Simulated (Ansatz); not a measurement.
MgO (CsCl type, Pm-3m), the program Ansatz at the r²SCAN level (PAW). The conduction-band minimum lies at Γ, with 1 equivalent valley. Second derivatives d²E/dk² of the lowest band at one valley (eV·Å²), along Cartesian directions:

| direction | d²E/dk² |
|---|---|
| [100] | 24.81 |
| [010] | 24.81 |
| [001] | 24.81 |
| [110] | 24.81 |
| [101] | 24.81 |
| [011] | 24.81 |

### Question
Find the principal effective masses, the density-of-states mass and the conductivity mass.

### Answer
Off-diagonal terms follow from H_xy = H[110] − (H_xx + H_yy)/2, and m*/mₑ = 7.620 eV·Å² over each eigenvalue: 0.31, 0.31, 0.31. One valley's DOS mass (m₁m₂m₃)^(1/3) = 0.31, conductivity mass 3/(Σ 1/mᵢ) = 0.31 mₑ.

### Question
What effective density of states Nc follows at 300 K for parabolic valleys?

### Answer
Nc = 2.509e19 × 1 × (0.31)^(3/2) ≈ 4.3e18 cm⁻³.

This is a known high-pressure phase of the composition, computed here at zero pressure and temperature. The r²SCAN relaxation kept the symmetry of its start. At this level the phase is mechanically unstable.

Potentials: the later of the program's two PAW sets.

Edges and masses are those of Kohn–Sham bands, whose gap is no quasiparticle gap.
